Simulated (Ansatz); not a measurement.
ZnO (wurtzite)

```
ZnO
1.0
    3.27960     0.00000     0.00000
   -1.63980     2.84021     0.00000
    0.00000     0.00000     5.29330
Zn O
2 2
Cartesian
  1.63980   0.94674   0.01140
  0.00000   1.89348   2.65805
  1.63980   0.94674   3.29798
  0.00000   1.89348   0.65133
```

In each cell atom 4 (O, nearest neighbour Zn at 1.999 Å; its periodic images, 3.3 Å or more away, move with it) moves by s·(0.577, 0.577, 0.577) (along Cartesian [111]), the rest being held.

All values below come from PBE (plane waves to 420 eV, PAW, scalar-relativistic; Ansatz, an electronic-structure program). k mesh 9×9×5 (Γ-centred), Fermi-Dirac smearing 0.05 eV. The energy includes the smearing's −TS. ZnO was relaxed with its symmetry unable to fall. ΔE is measured from the undisplaced structure.

Successive frames, forces in eV/Å:

```
frame         ΔE (meV/cell)                  F on Zn1                  F on Zn2                   F on O3                   F on O4
------------  -------------  ------------------------  ------------------------  ------------------------  ------------------------
s = -0.040 Å            6.8  (-0.167, -0.150, -0.042)  (-0.005, -0.005, -0.086)  (-0.020, -0.019, -0.110)     (0.192, 0.175, 0.237)
s = 0.000 Å             0.0     (0.000, 0.000, 0.000)     (0.000, 0.000, 0.000)     (0.000, 0.000, 0.000)     (0.000, 0.000, 0.000)
s = 0.040 Å             6.3     (0.118, 0.133, 0.028)     (0.001, 0.001, 0.102)     (0.019, 0.020, 0.109)  (-0.139, -0.155, -0.240)
```

Task: What are the energy and the forces in the next frame, s = 0.080 Å?

Result: ΔE (meV/cell) = 24.2.

```
atom      Fx      Fy      Fz
----  ------  ------  ------
Zn1    0.196   0.252   0.045
Zn2   -0.002  -0.001   0.222
O3     0.038   0.040   0.219
O4    -0.232  -0.292  -0.486
```

(A displaced cell: forces are minus the slopes of the energy, force constants its curvatures, and phonons follow from these.)
